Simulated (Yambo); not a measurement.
```
CELL_PARAMETERS angstrom
      3.97557     2.29530     2.61654
     -3.97557     2.29530     2.61654
      0.00000    -4.59059     2.61654
ATOMIC_POSITIONS crystal
  O  0.30949 0.69051 0.50000
  O  0.50000 0.30949 0.69051
  O  0.69051 0.50000 0.30949
  O  0.00000 0.33352 0.66648
  O  0.66648 0.00000 0.33352
  O  0.33352 0.66649 0.00000
  Si 0.71567 0.28433 0.50000
  Si 0.50000 0.71567 0.28433
  Si 0.28433 0.50000 0.71567
```

The geometry is that of Materials Project entry mp-546546, symmetrised and not relaxed again.

Question: Where are the main features of Im ε from RPA with local fields on PBEsol bands (Yambo; 4×4×4 mesh, 107 bands, 3 Ry local-field block, 0.2 eV broadening; field along z)?

Answer: Peaks at 10.5 eV (2.3), 15.5 eV (1.7), 16.9 eV (1.3), heights in brackets. Peak heights and small wiggles depend on the k mesh. Convergence of the RPA response with its 4×4×4 mesh was not tested. No excitonic effects at this level. 

This is not the ordinary phase of the substance; no match was found in the copy of COD used, and its stability was not checked.
